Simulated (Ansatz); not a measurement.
## Rocksalt alloy of PbS and PbSe (20 of 32 S sites exchanged), 64 atoms

Ansatz, PAW, plane waves. PBEsol relaxation of volume and atoms (shape held) at the single k point (¼, ¼, ¼) without its symmetry partners; single points on the relaxed atoms at the single k point (¼, ¼, ¼) without its symmetry partners, onto which points of the small cell's zone fold. Arrangement: clustered. No spin–orbit coupling unless named.

Relaxed structure:

```
Se S Pb
1.0
    12.05165    0.00000    0.00000
     0.00000   12.05165    0.00000
     0.00000    0.00000   12.05165
Se S Pb
20 12 32
Direct
  0.25085 0.99993 0.99993
  0.25058 0.00057 0.50065
  0.25107 0.50079 0.00014
  0.25053 0.50044 0.50008
  0.74977 0.99981 0.50032
  0.99908 0.25022 0.99966
  0.99940 0.25017 0.50018
  0.99875 0.74969 0.49963
  0.50048 0.25104 0.50049
  0.50034 0.75006 0.50038
  0.99928 0.99964 0.24897
  0.99916 0.99978 0.75002
  0.99897 0.50053 0.24954
  0.99880 0.50023 0.75019
  0.50026 0.00008 0.24926
  0.25079 0.25071 0.24997
  0.25130 0.25050 0.75045
  0.25026 0.75009 0.24972
  0.25116 0.75030 0.75096
  0.74968 0.25043 0.24946
  0.74936 0.99848 0.99885
  0.74888 0.50058 0.99933
  0.74906 0.50056 0.50029
  0.99877 0.74992 0.99935
  0.50132 0.25063 0.99920
  0.50250 0.74978 0.99963
  0.50125 0.00036 0.75137
  0.50107 0.50098 0.24888
  0.50167 0.50038 0.75076
  0.74903 0.25067 0.75068
  0.74933 0.74907 0.24847
  0.74955 0.74974 0.75130
  0.99469 0.99523 0.99891
  0.99964 0.99922 0.49964
  0.99527 0.50382 0.99988
  0.99551 0.50006 0.50000
  0.50382 0.99946 0.99620
  0.50091 0.00036 0.50439
  0.50459 0.49996 0.99931
  0.50491 0.50046 0.50096
  0.25317 0.25008 0.99956
  0.24990 0.25069 0.50031
  0.24889 0.75021 0.00022
  0.24876 0.75004 0.50015
  0.74625 0.25010 0.99619
  0.74985 0.25418 0.50407
  0.74881 0.74918 0.99889
  0.74969 0.74584 0.50001
  0.25028 0.99988 0.25039
  0.25545 0.00008 0.75023
  0.25560 0.50052 0.25042
  0.25566 0.50014 0.74967
  0.74862 0.99502 0.24567
  0.74521 0.99903 0.75278
  0.74561 0.50304 0.24985
  0.74583 0.50008 0.75056
  0.99961 0.24967 0.24847
  0.99532 0.24981 0.75048
  0.99461 0.74932 0.24407
  0.99486 0.74977 0.75384
  0.50073 0.25438 0.24474
  0.50423 0.25007 0.75428
  0.50381 0.74582 0.24432
  0.50471 0.74911 0.75471
```

(1) What are the mean bond lengths by pair (pairs within 1.2 times the sum of covalent radii, less contacts 15 % beyond the pair's median; cation–cation pairs of compounds aside; long ionic contacts are cut short by that bound)?

(2) What gap lies between the top filled and the lowest empty level in the single points?

Answers

(1) Pb–S 2.972 ± 0.022 Å (standard deviation, 57 bonds); Pb–Se 3.031 ± 0.028 Å (standard deviation, 120 bonds).

(2) r²SCAN 1.63 eV (12 s on NVIDIA H100). Away from Γ this isn't the crystal's band gap.
